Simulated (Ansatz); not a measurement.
Phonons of AlN (wurtzite) at Γ, M = (0.5, 0.0, 0.0), A = (0.0, 0.0, 0.5), L = (0.5, 0.0, 0.5).

AlN (wurtzite)

```
AlN
1.0
    3.10656     0.00000     0.00000
   -1.55328     2.69036     0.00000
    0.00000     0.00000     4.97805
Al N
2 2
Direct
  0.33333   0.66667   0.99658
  0.66667   0.33333   0.49658
  0.33333   0.66667   0.37822
  0.66667   0.33333   0.87822
```

Computed with r2SCAN (plane waves to 500 eV, PAW, scalar-relativistic; Ansatz, a first-principles code). DFPT wavenumbers on a 10×10×6 k mesh, in cm⁻¹; i marks imaginary ones, q is in fractions of the reciprocal vectors of the cell shown, and the three acoustic modes at Γ are left out. The non-analytic (LO-TO) term is not included, so polar modes at Γ have their transverse values. The program warned that its band solver left a few bands short of their tolerance. AlN was relaxed with its symmetry unable to fall. The PAW data are Ansatz's earlier set.

```tsv
q	wavenumbers (cm⁻¹)
Γ	249 (×2), 559, 621, 665 (×2), 678 (×2), 740
M = (0.5, 0.0, 0.0)	235, 314, 354, 414, 513, 530, 644, 664, 681, 685, 741, 764
A = (0.0, 0.0, 0.5)	181 (×4), 355 (×2), 670 (×4), 843 (×2)
L = (0.5, 0.0, 0.5)	280 (×2), 308 (×2), 579 (×2), 673 (×2), 680 (×2), 741 (×2)
```

The structure shows no imaginary mode at these points (lowest 181 cm⁻¹ at A = (0.0, 0.0, 0.5)); other wave vectors were not tested.

Highest mode: 843 cm⁻¹ at A = (0.0, 0.0, 0.5).
